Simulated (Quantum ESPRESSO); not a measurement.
Band energies of RbIO$_{3}$

```
RbIO3
1.0
    3.18773     1.84044     2.62211
   -3.18773     1.84044     2.62211
    0.00000    -3.68087     2.62211
O Rb I
3 1 1
Direct
  0.03653   0.60194   0.03653
  0.03653   0.03653   0.60194
  0.60194   0.03653   0.03653
  0.51564   0.51564   0.51564
  0.00105   0.00105   0.00105
```

PBEsol (Quantum ESPRESSO, PseudoDojo norm-conserving, 84 Ry, with spin-orbit coupling); path ΓLB1,BZΓX,QFP1Z,LP; energies in eV from the valence-band maximum.

| k (1/Å) | point | band 34 | band 35 | band 36 | band 37 | band 38 | band 39 | band 40 | band 41 |
|---|---|---|---|---|---|---|---|---|---|
| 0.00 | Γ | -1.04 | 5.44 | 5.44 | 6.58 | 6.58 | 7.09 | 7.09 | 7.29 |
| 0.46 |  | -0.97 | 4.77 | 4.92 | 6.22 | 6.45 | 6.61 | 6.64 | 7.47 |
| 0.70 | L | -1.00 | 4.22 | 4.22 | 6.33 | 6.33 | 6.73 | 6.73 | 7.67 |
| 0.89 |  | -0.80 | 4.07 | 4.13 | 5.87 | 6.16 | 6.40 | 6.65 | 7.79 |
| 1.48 |  | -0.02 | 2.72 | 2.97 | 3.24 | 3.34 | 4.49 | 4.62 | 8.91 |
| 1.67 | B1 | 0.00 | 2.58 | 2.60 | 2.99 | 2.99 | 4.23 | 4.24 | 8.96 |
| 1.67 | B | 0.00 | 2.58 | 2.60 | 2.99 | 2.99 | 4.23 | 4.24 | 8.96 |
| 1.68 | Z | 0.00 | 2.59 | 2.59 | 2.99 | 2.99 | 4.24 | 4.24 | 8.96 |
| 2.08 |  | -0.64 | 3.59 | 3.59 | 4.03 | 4.03 | 4.96 | 4.96 | 8.57 |
| 2.48 |  | -0.91 | 5.37 | 5.37 | 5.83 | 5.83 | 5.96 | 5.98 | 7.54 |
| 2.88 | Γ | -1.04 | 5.44 | 5.44 | 6.58 | 6.58 | 7.09 | 7.09 | 7.29 |
| 3.07 |  | -0.98 | 5.53 | 5.64 | 6.35 | 6.45 | 6.82 | 6.85 | 7.36 |
| 3.47 |  | -0.59 | 4.37 | 4.81 | 5.11 | 5.40 | 6.42 | 6.55 | 7.67 |
| 3.86 | X | -0.46 | 3.37 | 3.38 | 4.15 | 4.16 | 6.21 | 6.21 | 8.36 |
| 3.86 | Q | -0.46 | 3.37 | 3.38 | 4.15 | 4.16 | 6.21 | 6.21 | 8.36 |
| 3.86 | F | -0.47 | 3.37 | 3.37 | 4.16 | 4.16 | 6.21 | 6.21 | 8.36 |
| 4.09 |  | -0.33 | 3.18 | 3.23 | 3.89 | 3.97 | 5.58 | 5.65 | 8.57 |
| 4.55 | P1 | 0.00 | 2.58 | 2.60 | 2.99 | 2.99 | 4.23 | 4.24 | 8.96 |
| 4.55 | Z | 0.00 | 2.59 | 2.59 | 2.99 | 2.99 | 4.24 | 4.24 | 8.96 |
| 5.53 | L | -1.00 | 4.22 | 4.22 | 6.33 | 6.33 | 6.73 | 6.73 | 7.67 |
| 5.78 |  | -0.83 | 3.99 | 4.09 | 5.81 | 5.82 | 6.36 | 6.36 | 7.86 |
| 6.51 | P | 0.00 | 2.58 | 2.60 | 2.99 | 2.99 | 4.23 | 4.24 | 8.96 |

The PBEsol gap is direct, 2.58 eV at B1.

Geometry of the Materials Project entry, not relaxed at this level.

The structure is a Materials Project entry; no match was found in the copy of COD used, and its stability was not checked.
